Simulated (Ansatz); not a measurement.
VN (rock salt, Fm-3m) under volume change, DFT-LDA in the program Ansatz with PAW potentials, scaled uniformly.

```
V (Å³/atom)  E − E(relaxed) (meV/atom)  P (GPa)
-----------  -------------------------  -------
7.516                             90.2    42.27
7.764                             37.9    25.87
8.011                              8.9    11.89
8.259                              0.0    -0.03
8.507                              8.1   -10.19
8.755                             30.8   -18.85
9.002                             65.8   -26.23
```

### Question
What does a third-order Birch–Murnaghan fit give for V₀, B₀ and B′?

### Answer
V₀ = 8.26 Å³/atom, B₀ = 366 GPa, B′ = 4.3.

Symmetry was held in the LDA relaxation; of distortions, only those at the zone centre were tested. The run is not spin-polarised.

Potentials: the earlier of the program's two PAW sets.
